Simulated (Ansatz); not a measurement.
## Elastic constants of Hg2Pb: input and output

Computed with Ansatz 0.2.0, DFT PBE, scalar-relativistic, plane waves, PAW.

Launched with:
```bash
ansatz run input.yaml --threads 1 --pin off --max-ram 2560MiB --backend cpu --events-out ev --progress --plain --runs-dir out
```

Input (bare energies are in eV):
```yaml
crystal:
  lattice:
    - [0.0, 3.6612, 3.6612]
    - [3.6612, 0.0, 3.6612]
    - [3.6612, 3.6612, 0.0]
  atoms:
    - { symbol: Pb, position: [0.0, 0.0, 0.0] }
    - { symbol: Hg, position: [0.25, 0.25, 0.25] }
    - { symbol: Hg, position: [0.75, 0.75, 0.75] }
basis:
  ecutwfc: 420
kpoints:
  mp_grid: { grid: [10, 10, 10] }
hamiltonian:
  xc: pbe
scf:
  occupations: { method: fermi_dirac, width: 0.15 }
output:
  forces: true
  stress: true
  eigenvalues: true
elastic:
  mode: relaxed_ion
  amplitude: 0.005
  stencil: two_point
```

From the output:
```
--- Elastic constants: 2 strain directions × 2 members + reference (group order 48) ---
  dense FFT box of the reference and of every strained cell: 36×36×36
  strains applied: 11, 23; error gains: componentwise 1.00 (the most a stress slope's error grows in a printed constant), spectral 1.73 (1 for all six strains in a standard setting)
  C = ∂σ_k/∂η_j (tension-positive GPa; Voigt order 11 22 33 23 13 12):
        27.517     24.721     24.721     -0.000     -0.000      0.000
        24.721     27.517     24.721      0.000      0.000      0.000
        24.721     24.721     27.517      0.000      0.000      0.000
         0.000      0.000     -0.000     -2.343     -0.000      0.000
        -0.000     -0.000      0.000      0.000     -2.343     -0.000
        -0.000      0.000     -0.000      0.000      0.000     -2.343
  reference stress σ⁰ (GPa):      0.213      0.213      0.213     -0.000      0.000     -0.000
  C* (energy form; C + prestress term) asymmetry max|C*_kj − C*_jk| = 1.066e-14 GPa — a small one proves nothing (zero by symmetry where the batch's group is 432, −43m or m−3m); a large one is finite-difference/SCF noise where every solve ...
  moduli (Voigt/Reuss/Hill, GPa): K = 25.65/25.65/25.65   G = -0.85/33.35/16.25   E = 40.26   ν = 0.238
  mechanically stable: NO (min eigenvalue of sym C = -2.34 GPa)
  strain η (Voigt 11):  stress-route row diagonal C_11 = 27.52 GPa, energy-path curvature d²(F+E_count+ΔE)/dδ²/Ω₀ = 27.53 GPa
         δ    σ_11 (GPa) F (eV) n_scf n_hpsi n_pw
    -5.000e-3       0.0732      -39533.0828223       8   64834   1932   relax 0 steps, max|allowed force component| 3.47e-18 eV/Å
     5.000e-3       0.3484      -39533.0815190       8   62668   1948   relax 0 steps, max|allowed force component| 5.78e-18 eV/Å
  strain η (Voigt 23):  stress-route row diagonal C_44 = -2.34 GPa, energy-path curvature d²(F+E_count+ΔE)/dδ²/Ω₀ = -2.43 GPa
         δ    σ_23 (GPa) F (eV) n_scf n_hpsi n_pw
    -5.000e-3       0.0117      -39533.0824021       3   65604   1934   relax 4 steps, max|allowed force component| 2.34e-7 eV/Å
     5.000e-3      -0.0117      -39533.0824021       3   65390   1934   relax 2 steps, max|allowed force component| 5.90e-6 eV/Å
```

The run took 3.6 min on 1 thread of Intel(R) Xeon(R) Platinum 8259CL CPU @ 2.50GHz (Skylake/Cascade Lake), on a shared host, peak memory 0.87 GiB.

The cell is the ideal cubic antifluorite prototype; whether it is the stable structure of this composition wasn't checked. In a metal, frequencies and elastic constants depend on the k mesh and the smearing, soft modes and shear constants most. Spin–orbit coupling is left out, which can shift energies with elements as heavy as these.

As the tensor has a negative eigenvalue, the Reuss and Hill moduli of a polycrystal, and E and ν formed from them, have no physical meaning here.

The least eigenvalue is -2.3 GPa; in a metal on this mesh the verdict on stability isn't firm within about 20 GPa or a tenth of the bulk modulus.